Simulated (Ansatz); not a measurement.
**Kick test of a cell of Sr₄Ir**

The cell was found from a structure generator's guess, not taken from experiment.

All numbers below come from DFT PBE, scalar-relativistic, plane waves, PAW (Ansatz 0.2.0). Settings: cutoff 420 eV, Γ-centred mesh 6×6×6 on the computed 5-atom cell, Gaussian smearing of 0.10 eV; no spin polarisation.

The cell below (5 atoms, space group Pm-3m (No. 221)) is relaxed within its symmetry.

```xyz
5
Lattice="5.9923 0.0000 0.0000 0.0000 5.9923 0.0000 0.0000 0.0000 5.9923" Properties=species:S:1:pos:R:3 pbc="T T T"
Sr    0.0000    2.9961    2.9961
Sr    2.9961    0.0000    2.9961
Sr    2.9961    2.9961    0.0000
Sr    0.0000    0.0000    0.0000
Ir    2.9961    2.9961    2.9961
```

For the test a repeat of it with 10 atoms (edges 5.99, 5.99, 11.98 Å) was strained at random (σ = 1.5 % a component), the atoms were moved at random (σ = 0.05 Å), and all was relaxed again on a coarse 4×4×2 mesh (in the run’s order of axes) with 0.20 eV smearing, with no symmetry imposed.

These runs have no spin–orbit coupling, which can matter for Ir.

Problem. Does it come back?

Solution. It returns, within 1 meV/atom of the unmoved cell on that mesh and with the same symmetry when read at 0.1 Å (C2 at 0.01 Å, so small strains and shifts remain). So it is stable against the distortions that fit this cell and that this random move excites. Modes that don't fit the cell aren't tested.
